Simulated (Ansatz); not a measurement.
Ge (diamond)

```yaml
crystal:
  lattice:
    - [0.00000, 2.83635, 2.83635]
    - [2.83635, 0.00000, 2.83635]
    - [2.83635, 2.83635, 0.00000]
  atoms:
    - { symbol: Ge, position: [0.50000, 0.50000, 0.50000] }
    - { symbol: Ge, position: [0.75000, 0.75000, 0.75000] }
```

The slice is a {100} plane (indices of the conventional cell) through the point (0.500, 0.500, 0.500) (fractional), spanned by u = [100] and v = [0 1 -1] in vectors of this cell: u (4.01 Å) and v (4.01 Å, at 90° to u). It covers one period; positions are fractions (u, v).

The numbers are results of r2SCAN (plane waves to 500 eV, PAW, scalar-relativistic; Ansatz, an electronic-structure program), not measurements. k mesh 10×10×10. Inside the PAW spheres the values are not all-electron values, and peaks at nuclei hang on which shells count as valence. Ge was relaxed with its symmetry unable to fall. The PAW data are Ansatz's earlier set.

Problem. Sketch the density of the highest valence band (whole band, smooth part) on this plane as a map.

Solution. 
```
|   :+%@@%#*+=====+*#%@@%+:  |
|  .-*%@@%*++==-==++*%@@%*-. |
|::-+#@@%#*+=-----=+*#%@@#+-:|
|++*#%%%#*+=--:::--=+*#%%%#*+|
|%%%@%%#*+=--:::::--=+*#%%@%%|
|@@@@%#*+=-:::...:::-=+*#%@@@|
|@@@%#*+=-::.......::-=+*#%@@|
|%%%#*+=-::...   ...::-=+*#%%|
|##**+=-::..       ..::-=+**#|
|**++=-::..         ..::-=++*|
|+++=--:..           ..:--=++|
|===--::..           ..::--==|
|===-::..             ..::-==|
|==--::..             ..::--=|
|===-::..             ..::-==|
|===--::..           ..::--==|
|+++=--:..           ..:--=++|
|**++=-::..         ..::-=++*|
|##**+=-::..       ..::-=+**#|
|%%%#*+=-::...   ...::-=+*#%%|
|@@@%#*+=-::.......::-=+*#%@@|
|@@@@%#*+=-:::...:::-=+*#%@@@|
|%%%@%%#*+=--:::::--=+*#%%@%%|
|++*#%%%#*+=--:::--=+*#%%%#*+|
|::-+#@@%#*+=-----=+*#%@@#+-:|
|  .-*%@@%*++==-==++*%@@%*-. |
|   :+%@@%#*+=====+*#%@@%+:  |
|   :+%@@%#*+=====+*#%@@%+:  |
```
Scale: ten equal steps from 0.002 (start of ' ') to 0.086 (end of '@'), in the order ' .:-=+*#%@'. Values: density of the highest valence band (whole band, smooth part) in e/Å³. The map has 28 points along u (one character each, u = 0 at the left) and 28 along v (v = 0 in the bottom row).
